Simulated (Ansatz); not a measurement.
Data:

KAu$_{5}$:
```
CELL_PARAMETERS angstrom
      5.67096     0.00000     0.00000
     -2.83548     4.91119     0.00000
      0.00000     0.00000     4.47785
ATOMIC_POSITIONS crystal
  Au 0.50000 0.00000 0.50000
  Au 0.50000 0.50000 0.50000
  Au 0.00000 0.50000 0.50000
  Au 0.33333 0.66667 0.00000
  Au 0.66667 0.33333 0.00000
  K  0.00000 0.00000 0.00000
```

This is the PBEsol-relaxed structure. x, y and z are the axes in which the lattice vectors are written.

Problem. All from DFT-PBEsol in the program Ansatz with PAW potentials, unless another level is named. Predict the Young's modulus.

Solution. 99.4 GPa.

Problem. Next, the elastic constants (relaxed ions, GPa)?

Solution. C11 = 130, C12 = 62.1, C13 = 87.3, C33 = 210, C44 = 38.5.

Space group P6/mmm. The workflow started from an entry of the Crystallography Open Database (COD). Its standing as an ambient phase is unchecked. Symmetry was held in the PBEsol relaxation; whether a distortion lowers the energy is not shown. As this level gives no gap, shear constants depend on the k-mesh and smearing (Fermi–Dirac, 0.1 eV here). Spin–orbit coupling is left out wherever it is not named.

Potentials: the later of the program's two PAW sets.
